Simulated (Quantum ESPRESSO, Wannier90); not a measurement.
## Tight-binding from DFT: Zn₂SeS (R3m)

```
Zn2SeS
1.0
   -1.95375     3.38399     0.00000
   -3.90750     0.00000     0.00000
   -1.95375     1.12800     6.38365
Zn Se S
2 1 1
Direct
  0.99626   0.99626   0.01121
  0.50363   0.50363   0.48911
  0.37548   0.37548   0.87356
  0.87465   0.87465   0.37604
```

Materials Project entry mp-1215446; symmetrised, unrelaxed at this level. Not found in the COD (Crystallography Open Database) copy used; not checked further. Computed values, not measurements, from PBEsol: Quantum ESPRESSO (norm-conserving PseudoDojo potentials, cutoff 69 Ry, spinors with spin-orbit coupling) on a Γ-centred 4×4×4 mesh, then Wannier90. Density: 10×10×10 mesh, cold smearing 0.01 Ry.

The plane-wave run has 106 bands and 62 electrons a cell. On the energy scale of pw.x, whose zero is arbitrary, the valence-band maximum lies at 8.13 eV.

Isolated groups of bands, relative to the valence-band maximum (bands from 63 on overlap up to the last one computed):

```json
[
 {"bands": "1–4", "from (eV)": "-125.13", "to (eV)": "-124.99", "filling": "filled", "weight on atomic waves": "Zn 3s 100 %"},
 {"bands": "5–8", "from (eV)": "-81.50", "to (eV)": "-81.37", "filling": "filled", "weight on atomic waves": "Zn 3p 100 %"},
 {"bands": "9–16", "from (eV)": "-78.44", "to (eV)": "-78.30", "filling": "filled", "weight on atomic waves": "Zn 3p 100 %"},
 {"bands": "17–20", "from (eV)": "-47.52", "to (eV)": "-47.51", "filling": "filled", "weight on atomic waves": "Se 3d 100 %"},
 {"bands": "21–26", "from (eV)": "-46.63", "to (eV)": "-46.61", "filling": "filled", "weight on atomic waves": "Se 3d 100 %"},
 {"bands": "27–30", "from (eV)": "-13.52", "to (eV)": "-12.33", "filling": "filled", "weight on atomic waves": "Se 4s 43 %, S 3s 42 %, Zn 4s 10 %"},
 {"bands": "31–50", "from (eV)": "-6.93", "to (eV)": "-5.87", "filling": "filled", "weight on atomic waves": "Zn 3d 93 %"},
 {"bands": "51–62", "from (eV)": "-5.62", "to (eV)": "0.00", "filling": "filled", "weight on atomic waves": "Se 4p 39 %, S 3p 38 %, Zn 3d 9 %"}
]
```

Input w.win, without the blocks of cell, atoms and k-points (64 lines):

```
num_bands = 106
num_wann = 32
spinors = true
num_iter = 1000
conv_tol = 1.0e-6
conv_window = 4
dis_num_iter = 1000
dis_conv_tol = 1.0e-6
dis_froz_max = 10.89
write_hr = true
write_u_matrices = true
begin projections
f=-0.01665,0.00308,0.00850: s;p
f=-0.50918,-0.49423,0.48763: s;p
f=0.36732,0.36838,-0.12224: s;p
f=-0.12766,-0.12099,0.36864: s;p
end projections
mp_grid = 4 4 4
```

**Question.** This input has a fault. Which, and what does the program do?

**Answer.** wannier90.x stops with:
```
dis_windows: More states in the frozen window than target WFs
```
At some k-point more bands lie below dis_froz_max than there are Wannier functions, and every frozen state has to fit into the subspace. Here the deep bands below band 27 or between the kept ones were not excluded and fill the window; only bands 27-30,51-106 belong to the model. Mended as below, all else unchanged, the run goes through (Ω_I = 48.5 Å²) and follows the plane-wave bands to 17 meV rms (states up to 2.3 eV relative to the valence-band maximum).
```
num_bands = 60
exclude_bands = 1-26,31-50
```
